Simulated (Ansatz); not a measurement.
This cell of TaSiAs (space group P4/nmm) is off equilibrium:

```xyz
6
Lattice="3.5681 0.0000 0.0000 0.0000 3.5681 0.0000 0.0000 0.0000 7.3791" Properties=species:S:1:pos:R:3 pbc="T T T"
Ta     1.7840     0.0000     1.8783
Ta     0.0000     1.7840     5.5009
Si     0.0000     0.0000     0.0000
Si     1.7840     1.7840     0.0000
As     1.7840     0.0000     4.5220
As     0.0000     1.7840     2.8572
```

These are r2SCAN (plane waves to 500 eV, PAW, scalar-relativistic; Ansatz, a quantum-chemistry and plane-wave program) values and carry that method's errors. k mesh 13×13×6 (Γ-centred), Fermi-Dirac smearing 0.05 eV. The energy includes the smearing's −TS. Compression counts positive. As the atoms are clamped, bonds stretch with the cell, which overstates energies and stresses. With partly filled bands, the response to shear is sensitive to the k mesh, so small differences along c/a are uncertain. Spin-orbit coupling is left out, though Ta is heavy. TaSiAs is run without spin polarisation. TaSiAs was relaxed with its symmetry unable to fall.

### Question
Give the stress tensor in GPa and the pressure.

### Answer
```
   -1.5      0.0      0.0
    0.0     -1.5      0.0
    0.0      0.0     24.8
```
The pressure, a third of the trace, is 7.2 GPa.

### Question
It is the relaxed cell deformed to V/V₀ = 0.973, (c/a)/(c/a)₀ = 0.920, c along z, fractional positions held. What is its energy relative to the relaxed cell?

### Answer
77 meV/atom.

(Under strain, the slope of the energy per volume gives the stress and its curvature an elastic modulus.)
